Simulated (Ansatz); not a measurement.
A distorted cell of InP (zinc blende):

```yaml
crystal:
  lattice:
    - [0.00000, 5.90701, 5.90701]
    - [2.95351, 2.95351, 5.90701]
    - [2.95351, 2.95351, 0.00000]
  atoms:
    - { symbol: P, position: [0.04740, 0.70260, 0.79740] }
    - { symbol: P, position: [0.45260, 0.79740, 0.70260] }
    - { symbol: In, position: [0.00937, 0.99063, 0.99063] }
    - { symbol: In, position: [0.49063, 0.00937, 0.00937] }
```

These are r2SCAN (plane waves to 500 eV, PAW, scalar-relativistic; Ansatz, a first-principles code) values and carry that method's errors. k mesh 10×10×10 (Γ-centred), Fermi-Dirac smearing 0.05 eV. Stress and pressure are positive under compression. InP was relaxed with its symmetry unable to fall.

Problem. What forces act on the atoms (eV/Å, Cartesian)?

Solution. 
```
atom      Fx      Fy     Fz
----  ------  ------  -----
P1     0.000  -3.111  0.000
P2     0.000   3.111  0.000
In3    2.436   0.000  0.000
In4   -2.436   0.000  0.000
```

Problem. Give the stress tensor in GPa and the pressure.

Solution. 
```
   3.82     0.00     0.00
   0.00     0.98     0.00
   0.00     0.00     5.83
```
The pressure, a third of the trace, is 3.54 GPa.

(A displaced cell: forces are minus the slopes of the energy, force constants its curvatures, and phonons follow from these.)
